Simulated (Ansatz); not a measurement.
The end point of a relaxation of TePb. Space group Fm-3m (No. 225), rock salt type. All values below come from r2SCAN (plane waves to 500 eV, PAW, scalar-relativistic; Ansatz, a program for electronic structure).

```cif
data_Pb4Te4
_chemical_formula_sum 'Pb4 Te4'
_space_group_name_H-M_alt 'Fm-3m'
_space_group_IT_number 225
_space_group_name_Hall '-F 4 2 3'
_cell_length_a 6.53646
_cell_length_b 6.53646
_cell_length_c 6.53646
_cell_angle_alpha 90.000
_cell_angle_beta 90.000
_cell_angle_gamma 90.000
loop_
_atom_site_label
_atom_site_type_symbol
_atom_site_symmetry_multiplicity
_atom_site_Wyckoff_symbol
_atom_site_fract_x
_atom_site_fract_y
_atom_site_fract_z
_atom_site_occupancy
Pb1 Pb 4 a 0.00000 0.00000 0.00000 1
Te1 Te 4 b 0.50000 0.50000 0.50000 1
```
(The calculation used a cell of 2 atoms; values per cell refer to that cell.)

Q: Estimate the band gap that r2SCAN returns for this input.

A: 1.10 eV, direct at L (no spin-orbit coupling).

No spin polarisation in the result. Without spin-orbit coupling the bands of the heavy element are not split, so the gap can be far off.

Measured for TePb: gap 0.19 eV (0 K or low temperature; as listed in arXiv:2302.06325). Computed minus measured — gap: r2SCAN +0.91 eV. The computed values are for a static lattice, and a measured gap can be an optical one, lowered by exciton binding.

The run could not lose the symmetry of its start.

All atoms sit on sites fixed by symmetry, so only the cell could relax.
